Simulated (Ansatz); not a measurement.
Os:
```cif
data_Os2
_chemical_formula_sum 'Os2'
_space_group_name_H-M_alt 'P63/mmc'
_space_group_IT_number 194
_space_group_name_Hall '-P 6c 2c'
_cell_length_a 2.75409
_cell_length_b 2.75409
_cell_length_c 4.34688
_cell_angle_alpha 90.000
_cell_angle_beta 90.000
_cell_angle_gamma 120.000
loop_
_atom_site_label
_atom_site_type_symbol
_atom_site_symmetry_multiplicity
_atom_site_Wyckoff_symbol
_atom_site_fract_x
_atom_site_fract_y
_atom_site_fract_z
_atom_site_occupancy
Os1 Os 2 c 0.33333 0.66667 0.25000 1
```

Relaxed at zero pressure with DFT-PBE in the program Ansatz with PAW potentials.

**Question.** The volume is raised by 3 % and shape and atoms relax at that volume. What pressure results, and how do the axes share the change?

**Answer.** -10.9 GPa; a 1.0 %, b 1.0 %, c 0.9 %; the energy rises by 15 meV/atom.

**Question.** Give the new structure.

**Answer.** 
Space group P6₃/mmc (No. 194); a = b = 2.783 Å, c = 4.385 Å, α = β = 90.00°, γ = 120.00°

```json
[
 {"atom": "Os", "site": "2c", "symmetry": "-6m2", "x": "0.3333", "y": "0.6667", "z": "0.2500"}
]
```

The phase is kept; no other phase was compared at this pressure.

Space group P6_3/mmc (hcp (Mg type)). The cell was relaxed with PBE under the symmetry of its start. The run is not spin-polarised. Axis ratios of metals converge slowly with the k-mesh, so a and c are less sure than the volume. Scalar-relativistic: spin–orbit coupling is off unless named, which matters more the heavier the elements.

Potentials: the earlier of the program's two PAW sets.
